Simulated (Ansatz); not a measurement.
A: ZnSe (zinc blende), a = b = c = 5.6661 Å, α = β = γ = 90.00°
B: Si (diamond), a = 5.4441 Å, b = 5.4441 Å, c = 5.4441 Å, α = 90.00°, β = 90.00°, γ = 90.00°
C: NiO (rock salt), a = b = c = 4.1906 Å, α = β = γ = 90.00°
D: CdSe (zinc blende), a = 6.1333 Å, b = 6.1333 Å, c = 6.1333 Å, α = 90.00°, β = 90.00°, γ = 90.00°

Scan: energy over volume and axial ratio (atoms clamped). One method and one kind of scan serve all of them; meshes and ranges differ. All were relaxed with their symmetry unable to fall. NiO is run spin-polarised and with no Hubbard U; the real compound is an antiferromagnetic insulator, a state that this run doesn't describe. Relaxed NiO ends ferromagnetic. The PAW data are Ansatz's earlier set. The magnetic order is the one the run started from; other orders were not tried. (This holds for the magnetic or f-shell members.)

Task: Order them by shear modulus C′ = (C11 − C12)/2 (fitted) (highest first) at the level r2SCAN (plane waves to 500 eV, PAW, scalar-relativistic; Ansatz, a quantum-chemistry and plane-wave program).

Result: C (126 GPa), B (53 GPa), A (19 GPa), D (9 GPa)

(A scan under strain: stresses follow from slopes of the energy per volume, elastic moduli from its curvatures.)
